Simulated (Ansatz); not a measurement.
Geometry optimisation in Ansatz: input, command and trajectory.

```yaml
crystal:
  lattice:
    - [1.8320339799, 1.0577253114, 8.4924068062]
    - [-1.8320339799, 1.0577253114, 8.4924068062]
    - [0.0, -2.1154506228, 8.4924068062]
  atoms:
    - { symbol: Al, position: [0.0, 0.0, 0.0] }
    - { symbol: Al, position: [0.2095, 0.2095, 0.2095] }
    - { symbol: Al, position: [0.7905, 0.7905, 0.7905] }
    - { symbol: Se, position: [0.4, 0.4, 0.4] }
    - { symbol: Se, position: [0.6, 0.6, 0.6] }
basis:
  ecutwfc: 420
kpoints:
  mp_grid: { grid: [6, 6, 6] }
hamiltonian:
  xc: pbe
scf:
  occupations: { method: gaussian, width: 0.1 }
  lower_state_search: "off"
output:
  forces: true
  stress: true
  eigenvalues: true
relax:
  adjacent_minimum: "off"
  f_tol: 0.04
  max_steps: 70
  cell: { stress_tol: 0.4 }
```

```bash
ansatz run input.yaml --threads 1 --pin off --max-ram 2560MiB --backend cpu --events-out ev --progress --plain --runs-dir out
```

Theory: DFT PBE, scalar-relativistic, plane waves, PAW (Ansatz 0.2.0).

Of 7 frames 6 are shown, positions in Å and forces in eV/Å; the SCF threshold varies from step to step. Steps run on the plane waves of an earlier cell, with a Pulay correction in the pressure. The basis is chosen afresh for the last frame, the zero of the energies, and at times for earlier ones too; energy and pressure step there, also at an unchanged geometry.

```xyz
5
Lattice="1.8320 1.0577 8.4924 -1.8320 1.0577 8.4924 0.0000 -2.1155 8.4924" Properties=species:S:1:pos:R:3:forces:R:3 pbc="T T T" step=1 free_energy_over_end_meV_per_atom=81.39 pressure_GPa=4.11
Al    0.0000    0.0000    0.0000    0.0000    0.0000    0.0000
Al    0.0000    0.0000    5.3375    0.0000    0.0000   -1.6580
Al    0.0000    0.0000   20.1397    0.0000    0.0000    1.6580
Se    0.0000    0.0000   10.1909    0.0000    0.0000   -0.1575
Se    0.0000    0.0000   15.2863    0.0000    0.0000    0.1575
5
Lattice="1.8421 1.0635 8.4990 -1.8421 1.0635 8.4990 0.0000 -2.1270 8.4990" Properties=species:S:1:pos:R:3:forces:R:3 pbc="T T T" step=2 free_energy_over_end_meV_per_atom=10.23 pressure_GPa=1.04
Al    0.0000    0.0000    0.0000    0.0000    0.0000    0.0000
Al    0.0000    0.0000    5.1469    0.0000    0.0000   -0.1601
Al    0.0000    0.0000   20.3500    0.0000    0.0000    0.1601
Se    0.0000    0.0000   10.2703    0.0000    0.0000   -0.2085
Se    0.0000    0.0000   15.2266    0.0000    0.0000    0.2085
5
Lattice="1.8657 1.0772 8.3940 -1.8657 1.0772 8.3940 0.0000 -2.1544 8.3940" Properties=species:S:1:pos:R:3:forces:R:3 pbc="T T T" step=3 free_energy_over_end_meV_per_atom=5.19 pressure_GPa=0.41
Al    0.0000    0.0000    0.0000    0.0000    0.0000    0.0000
Al    0.0000    0.0000    5.0739    0.0000    0.0000   -0.1404
Al    0.0000    0.0000   20.1083    0.0000    0.0000    0.1404
Se    0.0000    0.0000   10.1255    0.0000    0.0000   -0.1946
Se    0.0000    0.0000   15.0567    0.0000    0.0000    0.1946
5
Lattice="1.8953 1.0943 8.2230 -1.8953 1.0943 8.2230 0.0000 -2.1885 8.2230" Properties=species:S:1:pos:R:3:forces:R:3 pbc="T T T" step=4 free_energy_over_end_meV_per_atom=2.30 pressure_GPa=-0.37
Al    0.0000    0.0000    0.0000    0.0000    0.0000    0.0000
Al    0.0000    0.0000    4.9410    0.0000    0.0000    0.0561
Al    0.0000    0.0000   19.7280    0.0000    0.0000   -0.0561
Se    0.0000    0.0000    9.8535    0.0000    0.0000   -0.0429
Se    0.0000    0.0000   14.8155    0.0000    0.0000    0.0429
5
Lattice="1.8742 1.0820 8.3641 -1.8742 1.0820 8.3641 0.0000 -2.1641 8.3641" Properties=species:S:1:pos:R:3:forces:R:3 pbc="T T T" step=5 free_energy_over_end_meV_per_atom=0.55 pressure_GPa=-0.48
Al    0.0000    0.0000    0.0000    0.0000    0.0000    0.0000
Al    0.0000    0.0000    5.0402    0.0000    0.0000   -0.0730
Al    0.0000    0.0000   20.0522    0.0000    0.0000    0.0730
Se    0.0000    0.0000    9.9816    0.0000    0.0000    0.0264
Se    0.0000    0.0000   15.1108    0.0000    0.0000   -0.0264
5
Lattice="1.8690 1.0791 8.3407 -1.8690 1.0791 8.3407 0.0000 -2.1582 8.3407" Properties=species:S:1:pos:R:3:forces:R:3 pbc="T T T" step=7 free_energy_over_end_meV_per_atom=0.00 pressure_GPa=0.03
Al    0.0000    0.0000    0.0000    0.0000    0.0000    0.0000
Al    0.0000    0.0000    5.0156    0.0000    0.0000    0.0061
Al    0.0000    0.0000   20.0065    0.0000    0.0000   -0.0061
Se    0.0000    0.0000    9.9642    0.0000    0.0000   -0.0087
Se    0.0000    0.0000   15.0579    0.0000    0.0000    0.0087
```

The start puts this composition into another compound's structure type, which needn't suit it. At the end the space group is R-3m (tolerance 0.05 Å).

Time: 32 s on 1 thread of Arm Neoverse V2, on a shared host, peak memory 0.38 GiB.

The k mesh is coarse. Spin polarisation was left out, and a magnetic state may lie lower.